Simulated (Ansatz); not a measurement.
BaZrS$_{3}$, first-principles data

BaZrS3:
```xyz
20
Lattice="7.0741 0.0000 0.0000 0.0000 9.9092 0.0000 0.0000 0.0000 6.9231" Properties=species:S:1:pos:R:3 pbc="T T T"
Ba     3.1531     2.4773     6.8382
Ba     6.6901     2.4773     3.5464
Ba     3.9211     7.4319     0.0849
Ba     0.3840     7.4319     3.3767
Zr     0.0000     0.0000     0.0000
Zr     3.5371     4.9546     3.4615
Zr     0.0000     4.9546     0.0000
Zr     3.5371     0.0000     3.4615
S      0.0408     2.4773     0.4535
S      3.5779     2.4773     3.0080
S      7.0333     7.4319     6.4696
S      3.4962     7.4319     3.9150
S      2.0652     5.2958     1.4371
S      5.6023     9.5680     2.0245
S      5.0089     0.3412     5.4860
S      1.4719     4.6134     4.8986
S      5.0089     4.6134     5.4860
S      1.4719     0.3412     4.8986
S      2.0652     9.5680     1.4371
S      5.6023     5.2958     2.0245
```

Space group Pnma (No. 62); conventional cell a = 7.0741 Å, b = 9.9092 Å, c = 6.9231 Å, α = β = γ = 90.00°.

Method: PBEsol in the plane-wave PAW code Ansatz. Geometry: relaxed at this level of theory. Other levels are named where they apply.

**Cell and energy**

```yaml
volume_per_atom: 24.26 Å³
density: 4.44 g/cm³
Formation energy from the elements (no fitted shifts): -1.90 eV/atom
```

**Electronic structure**

```yaml
band_gap: 0.92 eV (direct)
valence_band_maximum: at Γ
conduction_band_minimum: at Γ
electron_effective_mass: 0.20, 0.33, 0.35 mₑ (principal values)
hole_effective_mass: 0.18, 0.52, 0.62 mₑ (principal values)
HSE06 gap on the PBEsol cell: 1.79 eV
```

**Mechanics**

```yaml
Bulk modulus (Birch–Murnaghan fit): 75.6 GPa
Pressure derivative B′: 3.8
Elastic constants (relaxed ions, GPa): C11 = 114, C22 = 144, C33 = 103, C12 = 43.9, C13 = 65.2, C23 = 55.1, C44 = 33.7, C55 = 46.3, C66 = 36.9
mechanical_stability: stable (all eigenvalues of C positive)
hill_bulk_and_shear_moduli: 76.5 and 35.0 GPa
Young's modulus: 91.1 GPa
Poisson's ratio: 0.30
debye_temperature_from_the_elastic_constants: 322 K
```

Symmetry was held in the PBEsol relaxation. No spin polarisation was allowed. The references are the lowest solids computed at this level, not always the standard phases. Spin–orbit coupling is left out wherever it is not named.

Potentials: the later of the program's two PAW sets.
